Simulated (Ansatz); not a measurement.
BaPCl single point

Input file of Ansatz 0.2.0:

```yaml
crystal:
  lattice:
    - [4.607644, 0.0, 0.0]
    - [0.0, 4.607644, 0.0]
    - [0.0, 0.0, 7.605475]
  atoms:
    - { symbol: Ba, position: [0.25, 0.25, 0.1911] }
    - { symbol: Ba, position: [0.75, 0.75, 0.8089] }
    - { symbol: P, position: [0.25, 0.25, 0.6497] }
    - { symbol: P, position: [0.75, 0.75, 0.3503] }
    - { symbol: Cl, position: [0.75, 0.25, 0.0] }
    - { symbol: Cl, position: [0.25, 0.75, 0.0] }
  symmetry: { tolerance: 0.0003 }
kpoints:
  mp_grid: { grid: [7, 7, 5], shift: [0, 0, 0] }
  band_path:
    path:
      - [0.0, 0.0, 0.0]
      - [0.0, 0.5, 0.0]
      - [0.5, 0.5, 0.0]
      - [0.0, 0.0, 0.0]
      - [0.0, 0.0, 0.5]
      - [0.0, 0.5, 0.5]
      - [0.5, 0.5, 0.5]
      - [0.0, 0.0, 0.5]
      - [0.0, 0.5, 0.0]
      - [0.0, 0.5, 0.5]
      - [0.5, 0.5, 0.0]
    npoints: 6
magnetization:
  spin_polarized: false
scf:
  occupations: { method: fermi_dirac, width: 0.0257 }
  lower_state_search: "off"
  max_iter: 200
hamiltonian:
  pseudopotentials: { kind: paw }
  xc: pbe
basis:
  ecutwfc: 420
  fft_grid_basis: typed
output:
  forces: true
  stress: true
  eigenvalues: true
  bader: true
  populations: true
  elf: true
  write_potential: true
  volumetric_format: npy
  dos:
    e_range: [-12, 8]
    de: 0.05
    projected: { site_lists: { Ba: [Ba], Cl: [Cl], P: [P] } }
checkpoint:
  read: saved_state
```

The run starts from an earlier solution of this cell. 

Parts of the output:

```
Free energy (F): -15572.2428 eV
Harris-Foulkes:  -15572.2428 eV  (|F-HF|=3.66e-8)
Internal energy: -15572.2228 eV  (E = F + TS)
E sigma→0 (E₀):  -15572.2328 eV
Entropy (-TS):   -0.0200 eV (-3.340 meV/atom)
Fermi energy:    7.0423 eV
--- Per-component energies (eV) ---
  E_band       = -101.1138
  E_kinetic    = 811.9134
  E_local      = -1558.1615  (includes V_loc(G=0)·N_el)
  E_nonlocal   = 240.8798
  E_hartree    = 563.0919
  E_xc         = -676.3245
  E_vxc        = -640.8954  (∫ρ·V_xc dr)
  E_paw        = -12909.7269  (= ΣΔE_a)
  E_vpaw       = -81.0308  (= ΣTr[D̂ρ^β])
  E_aug_tail   = 0.0002  (compensation charges beyond the density's cutoff)
  E_ewald      = -2043.8952
  E_smearing   = -0.0200  (= −TS)
--- Forces (eV/Å), atoms counted from 1 ---
  atom   1  Ba     0.0000     0.0000     4.0522
  atom   2  Ba     0.0000     0.0000    -4.0522
  atom   3  P      0.0000     0.0000    -1.2386
  atom   4  P      0.0000     0.0000     1.2386
  atom   5  Cl     0.0000     0.0000     0.0000
  atom   6  Cl     0.0000     0.0000     0.0000
--- Stress (GPa, compression-positive) ---
       13.2318       0.0000       0.0000
        0.0000      13.2318       0.0000
        0.0000       0.0000      10.1482
  P = ⅓ Tr σ = 12.2040 GPa (122.040 kbar)
--- Löwdin populations: 6 sites ---
  site symbol       q [e]
     0     Ba      8.3481
     1     Ba      8.3481
     2      P      5.6822
     3      P      5.6822
     4     Cl      7.6391
     5     Cl      7.6391
  spilling = 0.0150 (of n_electrons = 44.0000)
--- Bader charges: 6 sites ---
  site symbol  charge [e]  shift [e]
     0     Ba      1.3805     0.0000
     1     Ba      1.3805     0.0000
     2      P     -0.6586     0.0000
     3      P     -0.6586     0.0000
     4     Cl     -0.7218     0.0000
     5     Cl     -0.7218     0.0000
```

Origin: a known structure type with other elements, at an estimated volume, so it need not be a known compound. Caveats: many states at the Fermi level without spin polarisation, so a magnetic state may lie lower; atoms or cell far from equilibrium.
